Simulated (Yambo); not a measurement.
Material: SiC (6H, space group P6_3mc, No. 186); a = 3.0766 Å, b = 3.0766 Å, c = 15.0981 Å, α = 90.00°, β = 90.00°, γ = 120.00° (12 atoms in the cell). The geometry is that of Materials Project entry mp-7631, symmetrised and not relaxed again.

With PBEsol (Quantum ESPRESSO, PseudoDojo norm-conserving, 82 Ry, no spin-orbit coupling), the gap between the mesh's edge points (Γ → M) is 1.917 eV.

### Question
What does a G0W0 run in Yambo give for it (6×6×1 Γ-centred k mesh, 229 bands and a 8 Ry block in the screening, 229 bands in G with the Bruneval-Gonze terminator, plasmon pole fitted at 27.2 eV)?

### Answer
The correction is 0.813 eV, giving 2.730 eV, 1.4 times the PBEsol value.  Nearest settings tried, and what they do to the gap: 147 bands in G: +2 meV; 147 bands in W, 147 bands in G: +6 meV; 7 Ry block (283 vectors against 345): -45 meV. Not varied: mesh. So the settings aren't converged at that level.
